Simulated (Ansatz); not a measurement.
Relaxation of a randomly generated symmetric cell of P (space group No. 194); 2 atoms in the cell, which starts as P6₃/mmc (No. 194), hP2; a = 3.4535 Å, b = 3.4535 Å, c = 3.1351 Å, α = 90.00°, β = 90.00°, γ = 120.00°. Method: PBE (plane waves to 420 eV, PAW, scalar-relativistic; Ansatz, a program for electronic structure). Γ-centred k-mesh 8×8×7 on the run's cell (coarser than for final values), Fermi–Dirac smearing 0.05 eV. This is the first round of the run. 

The optimiser's lines from the output (shortened; P is positive under compression):

```
relax step   1: F+E_penalty+E_count = -1510.48008771 eV  Δ(F+E_penalty+E_count) = +0.000e0 eV  max|allowed force component| = 5.089e-17 eV/Å  Δτ_max = 0.0000 Å  P = -2.463 GPa  Ω = 32.381 Å³  (6 SCF iters, dr2 threshold 1.00e-7 eV, accepted)
relax step   2: F+E_penalty+E_count = -1510.57299452 eV  Δ(F+E_penalty+E_count) = -9.291e-2 eV  max|allowed force component| = 3.701e-17 eV/Å  Δτ_max = 0.0000 Å  P = -3.097 GPa  Ω = 31.457 Å³  (6 SCF iters, dr2 threshold 2.00e-7 eV, accepted)
relax step   3: F+E_penalty+E_count = -1510.58384540 eV  Δ(F+E_penalty+E_count) = -1.085e-2 eV  max|allowed force component| = 5.262e-17 eV/Å  Δτ_max = 0.0000 Å  P = -0.730 GPa  Ω = 30.600 Å³  (6 SCF iters, dr2 threshold 2.00e-7 eV, accepted)
relax step   4: F+E_penalty+E_count = -1510.58547858 eV  Δ(F+E_penalty+E_count) = -1.633e-3 eV  max|allowed force component| = 4.626e-17 eV/Å  Δτ_max = 0.0000 Å  P = +0.051 GPa  Ω = 30.356 Å³  (6 SCF iters, dr2 threshold 2.00e-7 eV, accepted)
relax step   5: F+E_penalty+E_count = -1510.58555575 eV  Δ(F+E_penalty+E_count) = -7.718e-5 eV  max|allowed force component| = 4.626e-17 eV/Å  Δτ_max = 0.0000 Å  P = -0.010 GPa  Ω = 30.368 Å³  (7 SCF iters, dr2 threshold 2.00e-7 eV, accepted)
relax step   6: F+E_penalty+E_count = -1510.58555679 eV  Δ(F+E_penalty+E_count) = -1.030e-6 eV  max|allowed force component| = 2.660e-17 eV/Å  Δτ_max = 0.0000 Å  P = +0.000 GPa  Ω = 30.365 Å³  (6 SCF iters, dr2 threshold 4.38e-9 eV, accepted)
relax step   7: F+E_penalty+E_count = -1510.58546029 eV  Δ(F+E_penalty+E_count) = +9.650e-5 eV  max|allowed force component| = 2.429e-17 eV/Å  Δτ_max = 0.0000 Å  P = -0.007 GPa  Ω = 30.365 Å³  stress off target by 1.58e-2 GPa  SCF on the basis re-selected at this cell (its energy is not comparable with the rows above)  (8 SCF iters)
```

From the first to the last row the energy changes by -0.05 eV/atom and the volume by -6.2 %. The last row is marked as not comparable with the walk above it, whose basis was carried along; it does compare with step 1, since both stand on a basis selected at the nominal cutoff for their own cell.

Later rounds, restarted from the end of this one on a renewed k-mesh, logged 5 more steps and released under 0.01 eV/atom more. The final structure after all rounds: P6₃/mmc (No. 194), hP2; a = 3.2993 Å, b = 3.2993 Å, c = 3.2151 Å, α = 90.00°, β = 90.00°, γ = 120.00°. Between re-selections the logged energies stand on a plane-wave basis carried along with the cell. No spin polarisation in the result.

The run could not lose the symmetry of its start, so the end can be a saddle point.

All atoms sit on sites fixed by symmetry, so only the cell could relax.

The relaxed structure here is a generated cell of P: the first start was made by a random draw of sites in a space group, and the end was not matched to a known phase here, so it may be hypothetical. Known forms of P include space group No. 64.
